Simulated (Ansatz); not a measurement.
NaF (rock salt)

```
NaF
1.0
    0.00000     2.35078     2.35078
    2.35078     0.00000     2.35078
    2.35078     2.35078     0.00000
F Na
1 1
Direct
  0.00000   0.00000   0.00000
  0.50000   0.50000   0.50000
```

E(V) scan at fixed shape, V₀ the volume above. Symmetry pins the atoms to their sites.

The numbers are results of PBE (plane waves to 420 eV, PAW, scalar-relativistic; Ansatz, a first-principles code), not measurements. k mesh 12×12×12 (Γ-centred), Fermi-Dirac smearing 0.05 eV. The energy includes the smearing's −TS. NaF was relaxed with its symmetry unable to fall. The relaxed volume of NaF is well above the measured one; the method has no dispersion term. ΔE is measured from the relaxed starting cell.

| V (Å³/atom) | ΔE (meV/atom) |
|---|---|
| 12.211 | 7.3 |
| 12.367 | 4.5 |
| 12.523 | 2.5 |
| 12.679 | 1.1 |
| 12.835 | 0.3 |
| 12.991 | 0.0 |
| 13.147 | 0.3 |
| 13.303 | 1.0 |
| 13.459 | 2.2 |
| 13.614 | 3.9 |
| 13.770 | 5.9 |

What bulk modulus B₀ follows from a third-order Birch-Murnaghan fit?

44.8 GPa.

What is the fitted pressure derivative B₀′?

4.5.

(A scan under strain: stresses follow from slopes of the energy per volume, elastic moduli from its curvatures.)
